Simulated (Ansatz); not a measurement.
NaCl:
```cif
data_Cl4Na4
_chemical_formula_sum 'Na4 Cl4'
_space_group_name_H-M_alt 'Fm-3m'
_space_group_IT_number 225
_space_group_name_Hall '-F 4 2 3'
_cell_length_a 5.46427
_cell_length_b 5.46427
_cell_length_c 5.46427
_cell_angle_alpha 90.000
_cell_angle_beta 90.000
_cell_angle_gamma 90.000
loop_
_atom_site_label
_atom_site_type_symbol
_atom_site_symmetry_multiplicity
_atom_site_Wyckoff_symbol
_atom_site_fract_x
_atom_site_fract_y
_atom_site_fract_z
_atom_site_occupancy
Na1 Na 4 a 0.00000 0.00000 0.00000 1
Cl1 Cl 4 b 0.50000 0.50000 0.50000 1
```
(The calculation used a cell of 2 atoms; values per cell refer to that cell.)

Relaxed with LDA.

**Question.** Decompose the optical modes at the zone centre into irreducible representations, and say which are infrared and Raman allowed.

**Answer.** Point group m-3m: Γ_opt = T1u. Infrared: T1u. Raman: none.

**Question.** Assign frequencies (DFPT, LDA in the plane-wave PAW code Ansatz; without the LO–TO term).

**Answer.** T1u 188 cm⁻¹.

Symmetry was held in the LDA relaxation; phonons on a q-mesh show no instability.

Potentials: the earlier of the program's two PAW sets.
